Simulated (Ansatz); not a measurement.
# Elastic constants of H$_{6}$PbCNCl$_{3}$: input and output

The calculation used DFT PBEsol, scalar-relativistic, plane waves, PAW in Ansatz.

Launched with:
```bash
ansatz run input.yaml --threads 4 --pin off --max-ram 12288MiB --backend cpu --events-out ev --progress --plain --runs-dir out
```

Input (bare energies are in eV):
```yaml
crystal:
  lattice:
    - [5.6384369171, 0.0, 0.0615888403]
    - [0.0, 5.6043289901, 0.0]
    - [0.0602237791, 0.0, 5.7861790402]
  atoms:
    - { symbol: H, position: [0.9197135677, 0.5, 0.76798081] }
    - { symbol: H, position: [0.8070990254, 0.3389870655, 0.0153878503] }
    - { symbol: H, position: [0.8070990254, 0.6610129345, 0.0153878503] }
    - { symbol: H, position: [0.2376813593, 0.3487710602, 1.0050176679] }
    - { symbol: H, position: [0.2376813593, 0.6512289398, 1.0050176679] }
    - { symbol: H, position: [0.1389712393, 0.5, 0.2357011498] }
    - { symbol: Pb, position: [0.4696769549, 0.0, 0.4907023291] }
    - { symbol: C, position: [0.9019570202, 0.5, 0.9572316181] }
    - { symbol: "N", position: [0.1413561988, 0.5, 0.0559071443] }
    - { symbol: Cl, position: [0.432066325, 0.0, 0.9829910727] }
    - { symbol: Cl, position: [0.4177575527, 0.5, 0.5326428108] }
    - { symbol: Cl, position: [0.9672963719, 0.0, 0.4314240288] }
basis:
  ecutwfc: 420
kpoints:
  mp_grid: { grid: [6, 6, 6] }
hamiltonian:
  xc: pbesol
scf:
  occupations: { method: fixed }
output:
  forces: true
  stress: true
  eigenvalues: true
  polarization: {}
elastic:
  mode: relaxed_ion
  stencil: two_point
```

From the output:
```
--- Elastic constants: 6 strain directions × 2 members + reference (group order 2) ---
  dense FFT box of the reference and of every strained cell: 40×40×40
  strains applied: 11, 22, 33, 23, 13, 12; error gains: componentwise 1.00 (the most a stress slope's error grows in a printed constant), spectral 1.00 (1 for all six strains in a standard setting)
  reference relaxed by the batch: 5 steps; max|allowed force component| 5.42e-4 eV/Å at the deck's positions, 4.43e-5 at the last accepted step, 4.43e-5 by the solve of record
  largest displacement 2.3e-4 Å; the constants are those of the deck's cell at these positions:
  atoms:
    - { symbol: H, position: [0.9197492615589358, 0.5, 0.767961872158176] }
    - { symbol: H, position: [0.8070951015366604, 0.3389856817723319, 0.015354654284954567] }
    - { symbol: H, position: [0.8070951015366604, 0.6610143182276681, 0.015354654284954567] }
    - { symbol: H, position: [0.23768514426787157, 0.3487700149647182, 1.0050400713814847] }
    - { symbol: H, position: [0.23768514426787157, 0.6512299850352817, 1.0050400713814847] }
    - { symbol: H, position: [0.13895044852007693, 0.5, 0.23571587899175453] }
    - { symbol: Pb, position: [0.4696588405519121, 2.0089994625075324e-21, 0.49071588674826816] }
    - { symbol: C, position: [0.9019631488833167, 0.5, 0.9572122124560233] }
    - { symbol: N, position: [0.1413539649535147, 0.5, 0.0559210326701967] }
    - { symbol: Cl, position: [0.4320589837028921, 8.358428758605554e-22, 0.9829793407396976] }
    - { symbol: Cl, position: [0.41775596093325645, 0.5, 0.5326331019111497] }
    - { symbol: Cl, position: [0.9673048991870304, -9.974028600771385e-22, 0.43146322299185536] }
  C = ∂σ_k/∂η_j (tension-positive GPa; Voigt order 11 22 33 23 13 12):
        47.883     10.541     13.332     -0.000     -0.574      0.000
        10.556     44.077      7.065     -0.000      0.775      0.000
        13.348      7.070     41.254     -0.000     -0.539      0.000
         0.000      0.000      0.000      4.362      0.000      1.850
        -0.580      0.776     -0.546     -0.000      4.128     -0.000
        -0.000     -0.000     -0.000      1.847      0.000      4.937
  reference stress σ⁰ (GPa):      0.009     -0.004     -0.002     -0.000      0.004     -0.000
  C* (energy form; C + prestress term) asymmetry max|C*_kj − C*_jk| = 7.178e-3 GPa — a small one proves nothing (zero by symmetry where the batch's group is 432, −43m or m−3m); a large one is finite-difference/SCF noise where every solve ...
  moduli (Voigt/Reuss/Hill, GPa): K = 21.68/21.45/21.56   G = 9.50/5.70/7.60   E = 20.41   ν = 0.342
  mechanically stable: yes (min eigenvalue of sym C = 2.78 GPa)
  e, the proper piezoelectric tensor (elastic.mode: relaxed_ion; C/m²; rows x y z; Voigt order 11 22 33 23 13 12):
       0.13720    0.06934    0.04345    0.00000    0.25603   -0.00000
       0.00000    0.00000   -0.00000   -0.23348   -0.00000    0.22338
      -0.17247    0.17557    0.39284    0.00000    0.15974    0.00000
  ±, each entry's uncertainty from the finite density of the strings (C/m²), an estimate: the size of the correction for it that the entry includes:
       0.00015    0.00033    0.00029    0.00000    0.00263    0.00000
       0.00000    0.00000    0.00000    0.00156    0.00000    0.00163
       0.00069    0.00068    0.00128    0.00000    0.00103    0.00000
  the group's symmetry takes up to 6.4e-7 C/m² out of the measured responses: error of the strings' finite density and of the mesh across them, as far as it breaks the symmetry (raise kpoints.mp_grid and any string_points); the largest step ...
  strain η (Voigt 11):  stress-route row diagonal C_11 = 47.88 GPa, energy-path curvature d²(F+E_count+ΔE)/dδ²/Ω₀ = 47.91 GPa
         δ    σ_11 (GPa) F (eV) n_scf n_hpsi n_pw
    -2.000e-3      -0.0871      -15663.8174519       9   41914   3595   relax 12 steps, max|allowed force component| 1.65e-5 eV/Å
     2.000e-3       0.1044      -15663.8173941       8   38996   3609   relax 10 steps, max|allowed force component| 4.09e-5 eV/Å
  strain η (Voigt 22):  stress-route row diagonal C_22 = 44.08 GPa, energy-path curvature d²(F+E_count+ΔE)/dδ²/Ω₀ = 44.10 GPa
         δ    σ_22 (GPa) F (eV) n_scf n_hpsi n_pw
    -2.000e-3      -0.0928      -15663.8174065       9   40936   3599   relax 10 steps, max|allowed force component| 2.66e-5 eV/Å
     2.000e-3       0.0835      -15663.8174309       8   39497   3617   relax 12 steps, max|allowed force component| 2.09e-5 eV/Å
  strain η (Voigt 33):  stress-route row diagonal C_33 = 41.25 GPa, energy-path curvature d²(F+E_count+ΔE)/dδ²/Ω₀ = 41.22 GPa
         δ    σ_33 (GPa) F (eV) n_scf n_hpsi n_pw
    -2.000e-3      -0.0857      -15663.8174566       9   41167   3600   relax 10 steps, max|allowed force component| 4.28e-5 eV/Å
     2.000e-3       0.0793      -15663.8174407       9   41133   3609   relax 11 steps, max|allowed force component| 2.85e-5 eV/Å
  strain η (Voigt 23):  stress-route row diagonal C_44 = 4.36 GPa, energy-path curvature d²(F+E_count+ΔE)/dδ²/Ω₀ = 4.35 GPa
         δ    σ_23 (GPa) F (eV) n_scf n_hpsi n_pw
    -2.000e-3      -0.0087      -15663.8175104       9   57045   3606   relax 13 steps, max|allowed force component| 2.89e-5 eV/Å
     2.000e-3       0.0087      -15663.8175104       9   57118   3606   relax 13 steps, max|allowed force component| 2.90e-5 eV/Å
  strain η (Voigt 13):  stress-route row diagonal C_55 = 4.13 GPa, energy-path curvature d²(F+E_count+ΔE)/dδ²/Ω₀ = 4.13 GPa
         δ    σ_13 (GPa) F (eV) n_scf n_hpsi n_pw
    -2.000e-3      -0.0043      -15663.8175154       8   38885   3604   relax 11 steps, max|allowed force component| 2.11e-5 eV/Å
     2.000e-3       0.0122      -15663.8175089       9   41095   3601   relax 11 steps, max|allowed force component| 1.04e-5 eV/Å
  strain η (Voigt 12):  stress-route row diagonal C_66 = 4.94 GPa, energy-path curvature d²(F+E_count+ΔE)/dδ²/Ω₀ = 4.92 GPa
         δ    σ_12 (GPa) F (eV) n_scf n_hpsi n_pw
    -2.000e-3      -0.0099      -15663.8175256       9   57755   3607   relax 10 steps, max|allowed force component| 1.21e-5 eV/Å
     2.000e-3       0.0099      -15663.8175256       9   57772   3607   relax 10 steps, max|allowed force component| 1.21e-5 eV/Å
--- Formal polarisation (Berry phase): one branch of a lattice of values; only differences between neighbouring runs are physical ---
  axis mesh electronic ionic p = total spread (rad) least overlap resolved gap  δp at fixed H ≤   (phases in cycles; p mod 1; gap in eV; gap and δp judge the states as solved, not the mesh's step, its ...
  b1    6×6×6          -0.49113504    26.75794530    26.26681025      0.101602         0.9055        2.3381           5.1e-6
  b2    6×6×6          -1.00000000    11.00000000    10.00000000      0.000000         0.9065        2.3381           5.3e-6
  b3    6×6×6           0.45590667    27.65247329    28.10837996      0.036268         0.9182        2.3381           4.4e-6
  quantum along a1:   0.03084323 e/Å² =    49.416296 µC/cm²
  quantum along a2:   0.03065482 e/Å² =    49.114438 µC/cm²
  quantum along a3:   0.03165123 e/Å² =    50.710857 µC/cm²
  P = (  0.81936415,   0.30654821,   0.89846534) e/Å² = ( 1312.766102,   491.144378,  1439.500168) µC/cm²  (mod the quanta)
```

Time: 29 min on 4 threads of Arm Neoverse V2 (shared host), peak memory 1 GiB.

Spin–orbit coupling is left out, which matters for heavy elements.